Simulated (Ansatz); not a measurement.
# TaGa₂ (fluorite structure)

The computed numbers are results of PBEsol, scalar-relativistic (no spin polarisation) in the plane-wave PAW code Ansatz at 420 eV, 10×10×10 k-mesh, Gaussian smearing of 0.05 eV. The datasets are Ansatz's generated set soft_2.

```cif
data_structure
_symmetry_space_group_name_H-M 'P 1'
_symmetry_Int_Tables_number 1
_cell_length_a 4.3430
_cell_length_b 4.3430
_cell_length_c 4.3430
_cell_angle_alpha 60.000
_cell_angle_beta 60.000
_cell_angle_gamma 60.000
_cell_volume 57.92
loop_
_atom_site_label
_atom_site_type_symbol
_atom_site_fract_x
_atom_site_fract_y
_atom_site_fract_z
_atom_site_occupancy
Ta1 Ta 0.00000 0.00000 0.00000 1
Ga1 Ga 0.25000 0.25000 0.25000 1
Ga2 Ga 0.75000 0.75000 0.75000 1
```

This is a trial structure made by placing the elements on a prototype's sites, so it needn't be the stable form.

The cell above was scaled in volume, its shape and atoms being fixed by the lattice's symmetry. Energies are counted from the cell above.

The cell is relaxed to zero pressure at this level.

```json
{"V (Å³/atom)": "18.535", "ΔE (meV/atom)": "10.16", "P from the stress (GPa)": "4.46"}
{"V (Å³/atom)": "18.921", "ΔE (meV/atom)": "2.43", "P from the stress (GPa)": "2.12"}
{"V (Å³/atom)": "19.307", "ΔE (meV/atom)": "0.00", "P from the stress (GPa)": "0.01"}
{"V (Å³/atom)": "19.693", "ΔE (meV/atom)": "2.45", "P from the stress (GPa)": "-1.90"}
{"V (Å³/atom)": "20.080", "ΔE (meV/atom)": "9.16", "P from the stress (GPa)": "-3.55"}
```

Q: Do the energies and the pressures agree? Compare −ΔE/ΔV between neighbouring points (1 meV/Å³ = 0.1602 GPa) with the mean of their pressures.

A: 
| interval (Å³/atom) | −ΔE/ΔV (GPa) | mean P (GPa) |
| --- | --- | --- |
| 18.54 to 18.92 | 3.2 | 3.3 |
| 18.92 to 19.31 | 1.0 | 1.1 |
| 19.31 to 19.69 | -1.0 | -0.9 |
| 19.69 to 20.08 | -2.8 | -2.7 |
They differ by 0.08 GPa at most.

Q: What do the two routes give for V0, B0 and B0′?

A: A third-order Birch–Murnaghan fit of the energies: V0 = 19.30 Å³/atom, B0 = 100 GPa, B0′ = 4.4. A polynomial of P in ln V, with B = −dP/d ln V at P = 0: V0 = 19.31 Å³/atom, B0 = 101 GPa, B0′ = 4.6.

B0·V0 = 99.8 GPa × 19.30 Å³ = 12.02 eV/atom sets the scale: near the minimum ΔE ≈ ½ B0 V0 x², with x = V/V0 − 1, and a pressure of 1.0 GPa squeezes the volume by about 1 %. At the ends of the curve: x = −4.0 % predicts 9.4 meV/atom and the run gives 10.2; x = +4.0 % predicts 9.8 meV/atom and the run gives 9.2. Compression costs more and expansion less than the parabola says, since the crystal stiffens as it shrinks; B0′ measures that.

For elements this heavy, spin–orbit coupling would shift levels and gaps; it isn't included here. The run is a metal.
